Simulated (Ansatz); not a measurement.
WSi₂ (MoSi2 type, space group I4/mmm)

```
CELL_PARAMETERS angstrom
     -1.61458     1.61458     3.93362
      1.61458    -1.61458     3.93362
      1.61458     1.61458    -3.93362
ATOMIC_POSITIONS crystal
  W  0.00000 0.00000 0.00000
  Si 0.33458 0.33458 0.00000
  Si 0.66542 0.66542 0.00000
```

The slice is a (1 0 -1) plane (indices of the conventional cell) through the point (0.000, 0.000, 0.000) (fractional), spanned by u = [101] and v = [121] in vectors of this cell: u (3.23 Å) and v (8.50 Å, at 90° to u). It covers one period; positions are fractions (u, v).

All values below come from PBE (plane waves to 420 eV, PAW, scalar-relativistic; Ansatz, a first-principles code). k mesh 20×20×20. Inside the PAW spheres the values are not all-electron values, and peaks at nuclei hang on which shells count as valence. Spin-orbit coupling is left out, though W is heavy. WSi2 is run without spin polarisation. WSi2 was relaxed with its symmetry unable to fall.

Q: Sketch the electron localisation function (ELF) on this plane as a map.

A: 
```
|xx@@**  ----  **@@|
|%%##::::++++::::##|
|....--++****++--..|
|++++####****####++|
|%%%%%%##++++##%%%%|
|####%%########%%##|
|++**%%%%%%%%%%%%**|
|**####**++++**####|
|****==::....::==**|
|++--..==%%%%==..--|
|==....@@xxxx@@....|
|==  ::@@xxxx@@::  |
|==....@@xxxx@@....|
|++--..==%%%%==..--|
|****==::....::==**|
|**####**++++**####|
|++**%%%%%%%%%%%%**|
|####%%########%%##|
|%%%%%%##++++##%%%%|
|++++####****####++|
|....--++****++--..|
|%%##::::++++::::##|
|xx@@**  ----  **@@|
|xxxx##  ::::  ##xx|
```
Scale: ten equal steps from 0.14 (start of ' ') to 0.70 (end of '@'), in the order ' .:-=+*#%@'. Values: electron localisation function (ELF). The map has 9 points along u (two characters each, u = 0 at the left) and 24 along v (v = 0 in the bottom row). Points within 0.5 Å of a nucleus are blanked (x), as the pseudised field means little there.
